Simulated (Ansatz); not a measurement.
InP in space group P6_422 (No. 181; In on 3c, P on 3d), r²SCAN (plane waves, PAW; program Ansatz). The conduction-band minimum lies at Γ, with 1 equivalent valley. Second derivatives d²E/dk² of the lowest band at one valley (eV·Å²), along Cartesian directions:…

| direction | d²E/dk² |
|---|---|
| [100] | 108.1 |
| [010] | 108.1 |
| [001] | 226.9 |
| [110] | 108.1 |
| [101] | 167.8 |
| [011] | 167.8 |

Q: Find the principal effective masses, the density-of-states mass and the conductivity mass.

A: Off-diagonal terms follow from H_xy = H[110] − (H_xx + H_yy)/2, and m*/mₑ = 7.620 eV·Å² over each eigenvalue: 0.034, 0.070, 0.070. One valley's DOS mass (m₁m₂m₃)^(1/3) = 0.055, conductivity mass 3/(Σ 1/mᵢ) = 0.052 mₑ.

Q: What effective density of states Nc follows at 300 K for parabolic valleys?

A: Nc = 2.509e19 × 1 × (0.055)^(3/2) ≈ 3.2e17 cm⁻³.

The start of the workflow was typed in or built on a structure type; neither database checked (COD, Materials Project) lists it. It is not the phase usual at ambient conditions (space group No. 216). The cell was relaxed with r²SCAN under the symmetry of its start; whether a distortion lowers the energy is not shown. Spin–orbit coupling is left out wherever it is not named.

Potentials: the earlier of the program's two PAW sets.

Edges and masses are those of Kohn–Sham bands, whose gap is no quasiparticle gap.
